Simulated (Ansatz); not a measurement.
**Ta₃Sb: reading a single point**

```
CELL_PARAMETERS angstrom
5.27588 0.00000 0.00000
0.00000 5.27588 0.00000
0.00000 0.00000 5.27588
ATOMIC_POSITIONS crystal
Ta 0.25000 0.00000 0.50000
Ta 0.50000 0.75000 0.00000
Ta 0.75000 0.00000 0.50000
Ta 0.50000 0.25000 0.00000
Ta 0.00000 0.50000 0.75000
Ta 0.00000 0.50000 0.25000
Sb 0.00000 0.00000 0.00000
Sb 0.50000 0.50000 0.50000
```

Level: r2SCAN, no spin polarisation; 500 eV; 5×5×5 Γ-centred mesh; gaussian occupations (width 0.0497 eV); Ansatz 0.2.0, fixed geometry.

**Question.** Which element gives electrons and which takes them?

**Answer.** Bader charges in e: Ta +0.36, Sb -1.07. In the mean Ta gives up most and Sb takes most.

**Question.** Is there a gap?

**Answer.** It is a metal on this mesh, though the bands barely overlap, with about 1.9 states/eV a cell as the mean within 0.25 eV of the Fermi level, mostly Ta d (93 %).

**Question.** Is the cell too large or too small?

**Answer.** The pressure is -0.6 GPa (compression positive), so with the atoms held at these fractions the cell would first shrink.

**Question.** What is the formation energy?

**Answer.** -0.16 eV an atom against the elements' usual phases (free molecules for gases, crystals otherwise, with no correction for O₂ or N₂), so it is bound against them; other compounds may still compete. Relaxing would lower it.

Origin: a database entry at a rescaled volume.
